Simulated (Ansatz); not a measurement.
Ti₅Si in space group R32 (No. 155; Ti on 6c, Ti on 9d, Si on 3b), PBEsol (plane waves, PAW; program Ansatz), all energies at zero smearing, with the estimated change up to a 700 eV cutoff added, with one set of potentials and settings (totals compare only within such a set). Cell of 6 atoms (5 Ti, 1 Si): -12992.968 eV.

| element | reference phase | E (eV/atom) |
|---|---|---|
| Ti | P6/mmm, 3 atoms in the cell | -2473.9117 |
| Si | Fd-3m, 2 atoms in the cell | -621.4920 |

Formation energy per atom, worked out: (-12992.968 − 5×(-2473.9117) − 1×(-621.4920))/6 = -0.320 eV/atom (-31 kJ per mol of atoms), at 0 K, without zero-point energy or fitted corrections.

The workflow started from a Materials Project entry (that database holds measured and hypothetical structures alike); the Crystallography Open Database copy checked does not list it. Its standing as an ambient phase is unchecked. The PBEsol relaxation kept the symmetry of its start; of distortions, only those at the zone centre were tested. The run is not spin-polarised. The references are the lowest solids computed at this level, not always the standard phases.

Potentials: the later of the program's two PAW sets.
